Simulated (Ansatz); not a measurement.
The cell below belongs to a search over invented structures; it isn't taken from experiment.

Input and command of a plane-wave DFT calculation in Ansatz:

```yaml
crystal:
  lattice:
    - [6.509110597, 0.0, 0.0]
    - [0.0, 6.509110597, 0.0]
    - [0.0, 0.0, 8.1793247827]
  atoms:
    - { symbol: Rb, position: [0.5, 0.0, 0.7259385] }
    - { symbol: Rb, position: [0.0, 0.5, 0.7259385] }
    - { symbol: Rb, position: [0.5, 0.5, 0.1040807114] }
    - { symbol: Li, position: [0.5, 0.0, 0.3256794797] }
    - { symbol: Li, position: [0.0, 0.5, 0.3256794797] }
    - { symbol: La, position: [0.0, 0.0, 0.1221219826] }
    - { symbol: Si, position: [0.0, 0.0, 0.7688028399] }
    - { symbol: Si, position: [0.0, 0.0, 0.4809522767] }
basis:
  ecutwfc: 500
kpoints:
  mp_grid: { grid: [6, 6, 4] }
hamiltonian:
  xc: r2scan
scf:
  occupations: { method: gaussian, width: 0.1 }
output:
  forces: true
  stress: true
  eigenvalues: true
```

```bash
ansatz run input.yaml --threads 1 --pin off --max-ram 2560MiB --backend cpu --events-out ev --progress --plain --runs-dir out
```

Processor: Intel(R) Xeon(R) Processor @ 2.70GHz, 1 thread, on a host shared with other jobs.

Q: Estimate time, memory and problem size.

A: About 78 s, peak memory 1.2 GiB. It solves 34 bands at 30 k points (after reduction by symmetry) with about 8793 plane waves, in 8 SCF iterations.
